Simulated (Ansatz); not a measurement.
Relax this structure to zero stress and force, keeping its symmetry:

```
Fe Co
1.0
     4.03373    0.00000    0.00000
     0.00000    4.03373    0.00000
     0.00000    0.00000    2.83580
Fe Co
3 1
Direct
  0.50000 0.50000 0.00000
  0.50000 0.00000 0.50000
  0.00000 0.50000 0.50000
  0.00000 0.00000 0.00000
```

Theory: DFT PBEsol, scalar-relativistic, plane waves, PAW in Ansatz.

Cutoff 420 eV; k points 10×10×14 on the computed 4-atom cell (Γ-centred); Gaussian smearing, width 0.10 eV; collinear spin from starting moments 2.63 2.9 2.9 2 μB.

Task: What does it relax to?

Result: The volume falls by 0.55 Å³/atom to 10.99 Å³/atom, and the energy falls by 16.5 meV/atom. The cell ends with a moment of 9.01 μB (only this magnetic start was tried). Final structure:
```
Fe Co
1.0
     3.96870    0.00000    0.00000
     0.00000    3.96870    0.00000
     0.00000    0.00000    2.79049
Fe Co
3 1
Direct
  0.50000 0.50000 0.00000
  0.50000 0.00000 0.50000
  0.00000 0.50000 0.50000
  0.00000 0.00000 0.00000
```

Course of the relaxation (steps run on the plane waves of an earlier cell, and the basis is chosen afresh near the end, so energy and pressure can step there; trial steps that raised the energy were taken back; energies are free energies):

```
step E − E_final (meV/atom) P (GPa) V (Å³/atom)
   1                    16.5    -9.18        11.54
   2                     2.4    -3.82        11.20
   3                    -0.4     0.37        10.97
   4                    -0.4    -0.02        10.99
   5                     0.0    -0.04        10.99
```

Only parallel moments were tried here.

Cost: 1 run of about 7.5 core-minutes, on AMD EPYC (Zen 3) (shared hosts).